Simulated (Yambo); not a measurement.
BSE-type run in Yambo on TiO2 (space group Pnma, No. 62), at zero momentum.

Quantum ESPRESSO step (LDA, PseudoDojo standard norm-conserving files, scalar-relativistic):
```
&CONTROL
  calculation = 'nscf'
  pseudo_dir = './pseudo'
  outdir = './out'
/
&SYSTEM
  ibrav = 0
  nat = 12
  ntyp = 2
  ecutwfc = 84.0
  ecutrho = 336.0
  occupations = 'fixed'
  force_symmorphic = .true.
  nbnd = 128
/
&ELECTRONS
  conv_thr = 1.2000000000000002e-08
  diago_full_acc = .true.
  diago_thr_init = 1e-08
/
ATOMIC_SPECIES
O 15.9990 O.upf
Ti 47.8670 Ti.upf
CELL_PARAMETERS angstrom
  5.986830000000   0.000000000000   0.000000000000
  0.000000000000   3.772990000000   0.000000000000
  0.000000000000   0.000000000000   9.073150000000
ATOMIC_POSITIONS crystal
O   0.462320000000   0.750000000000   0.918320000000
O   0.537680000000   0.250000000000   0.081680000000
O   0.037680000000   0.250000000000   0.418320000000
O   0.962320000000   0.750000000000   0.581680000000
O   0.736100000000   0.250000000000   0.754530000000
O   0.263900000000   0.750000000000   0.245470000000
O   0.763900000000   0.750000000000   0.254530000000
O   0.236100000000   0.250000000000   0.745470000000
Ti   0.487870000000   0.250000000000   0.864150000000
Ti   0.512130000000   0.750000000000   0.135850000000
Ti   0.012130000000   0.750000000000   0.364150000000
Ti   0.987870000000   0.250000000000   0.635850000000
K_POINTS automatic
4 4 2 0 0 0
```

Yambo input:
```
rim_cut
optics
bse
bss
dipoles
em1s
RandQpts= 1000000
RandGvec= 1 Ry
FFTGvecs= 40 Ry
Chimod= "HARTREE"
BSKmod= "SEX"
BSEmod= "resonant"
BSSmod= "hs"
BSENGexx= 15 Ry
BSENGBlk= 3 Ry
% KfnQP_E
 2.069 | 1.0 | 1.0 |
%
% BSEQptR
 1 | 1 |
%
% BSEBands
 25 | 66 |
%
% BEnRange
 0.0 | 10.2 | eV
%
% BDmRange
 0.15 | 0.15 | eV
%
BEnSteps= 204
% BLongDir
 0.0 | 0.0 | 1.0 |
%
BSHayTrs= -0.02
BSSNEig= 24
WRbsWF
% BndsRnXs
 5 | 124 |
%
NGsBlkXs= 3 Ry
% LongDrXs
 1.0 | 1.0 | 1.0 |
%
```

From the report:

The dimension is k points × valence × conduction bands = 32 × 24 × 18 = 13824.
```
  [SLEPC] Approach                          : Krylov-Schur
  [SLEPC] Number of requested eigenvalues   :  24
  [SLEPC] Number of eigenvalues        [NEV]:  24
   [K] Dimension                                    :  13824
   [K] Bands                                        :   25   66
   [K] Exchange res                                 : yes
   [K] Correlation res                              : yes
   [K] W interaction is bare                        : no
   [K] RL vectors exchange                          :  1377
   [K] RL vectors correlation                       :  115
   [W] Matrix size                                  :  115
   [W] Bands                                        :    5  124
   [W] Coulomb Cutoff                               : none
   [W] Hxc Kernel                                   : HARTREE
```

Geometry of the Materials Project entry, not relaxed at this level.

This is not the ordinary phase of the substance.
